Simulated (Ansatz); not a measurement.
TaRu3 (Cu3Au type, space group No. 221), plane-wave PAW PBE (Ansatz code), all energies at zero smearing, with the estimated change up to a 700 eV cutoff added, with one set of potentials and settings (totals compare only within such a set). Cell of 4 atoms (1 Ta, 3 Ru): -27569.076 eV.

```tsv
element	reference phase	E (eV/atom)
Ta	Im-3m, 1 atoms in the cell	-9932.2522
Ru	P6_3/mmc, 2 atoms in the cell	-5878.6876
```

Formation energy per atom, worked out: (-27569.076 − 1×(-9932.2522) − 3×(-5878.6876))/4 = -0.190 eV/atom (-18 kJ per mol of atoms), at 0 K, without zero-point energy or fitted corrections.

Space group Pm-3m (Cu3Au type). The first step of the workflow began from a Materials Project structure, measured or hypothetical; the Crystallography Open Database copy checked does not list it. With Ta and Ru taken as one species the cell has the higher symmetry Fm-3m, so it may be an ordered model of a mixed-site phase. Whether it is the stable phase at ambient conditions was not checked. The PBE relaxation kept the symmetry of its start; whether a distortion lowers the energy is not shown. No spin polarisation was allowed. The references are the lowest solids computed at this level, not always the standard phases. Spin–orbit coupling is left out wherever it is not named.

Potentials: the later of the program's two PAW sets.
